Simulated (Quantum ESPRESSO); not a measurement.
Kohn-Sham bands of SnH4(NF)2 (C2/m)

```yaml
crystal:
  lattice:
    - [0.00000, 3.30329, 0.00000]
    - [-1.39492, 0.00000, 4.90593]
    - [5.42694, -1.65165, 0.00000]
  atoms:
    - { symbol: Sn, position: [0.00000, 0.00000, 0.00000] }
    - { symbol: H, position: [0.39084, 0.56651, 0.78168] }
    - { symbol: H, position: [0.60916, 0.43349, 0.21832] }
    - { symbol: H, position: [0.29797, 0.77737, 0.59594] }
    - { symbol: H, position: [0.70203, 0.22263, 0.40406] }
    - { symbol: N, position: [0.39178, 0.76790, 0.78356] }
    - { symbol: N, position: [0.60822, 0.23210, 0.21644] }
    - { symbol: F, position: [0.12030, 0.75256, 0.24060] }
    - { symbol: F, position: [0.87970, 0.24744, 0.75940] }
```

Materials Project entry mp-643902; symmetrised, unrelaxed at this level. COD (Crystallography Open Database) has an entry of this formula and space group (matched by these alone). Computed values, not measurements, from PBEsol: Quantum ESPRESSO (norm-conserving PseudoDojo potentials, cutoff 68 Ry, no spin polarisation, no spin-orbit coupling) on a Γ-centred 6×4×6 mesh, then Wannier90. Density: 10×6×10 mesh, cold smearing 0.01 Ry. The cell is built of weakly bound layers, chains or molecules. Database cells relaxed without dispersion often hold them too far apart, which can enlarge gaps and weakens couplings between them; spacing and stacking were not compared with the measured crystal. Spin-orbit coupling is left out although heavy elements are present.

Energies are relative to the valence-band maximum; weights are on the orthonormalised atomic waves of the pseudopotential files, averaged over the group. 42 electrons a cell are treated as valence.

```json
[
 {"bands": "1", "from (eV)": "-21.86", "to (eV)": "-21.77", "filling": "filled", "weight on atomic waves": "(withheld)"},
 {"bands": "2", "from (eV)": "-21.20", "to (eV)": "-21.07", "filling": "filled", "weight on atomic waves": "(withheld)"},
 {"bands": "3–6", "from (eV)": "-20.21", "to (eV)": "-19.78", "filling": "filled", "weight on atomic waves": "(withheld)"},
 {"bands": "7", "from (eV)": "-19.47", "to (eV)": "-19.17", "filling": "filled", "weight on atomic waves": "(withheld)"},
 {"bands": "8–9", "from (eV)": "-15.41", "to (eV)": "-14.20", "filling": "filled", "weight on atomic waves": "(withheld)"},
 {"bands": "10–21", "from (eV)": "-7.53", "to (eV)": "0.00", "filling": "filled", "weight on atomic waves": "(withheld)"},
 {"bands": "22", "from (eV)": "3.01", "to (eV)": "5.34", "filling": "empty", "weight on atomic waves": "(withheld)"}
]
```

Q: Which atomic shells make up each group?

A: 
- 1, weight on atomic waves: F 2s 68 %, Sn 4d 27 %
- 2, weight on atomic waves: F 2s 90 %, Sn 5p 9 %
- 3–6, weight on atomic waves: Sn 4d 98 %
- 7, weight on atomic waves: Sn 4d 70 %, F 2s 25 %
- 8–9, weight on atomic waves: N 2s 60 %, H 1s 25 %, Sn 5p 6 %
- 10–21, weight on atomic waves: F 2p 47 %, N 2p 36 %, H 1s 7 %
- 22, weight on atomic waves: Sn 5s 46 %, N 2p 27 %, N 2s 9 %

The Kohn-Sham gap over both meshes and the path is 3.01 eV.
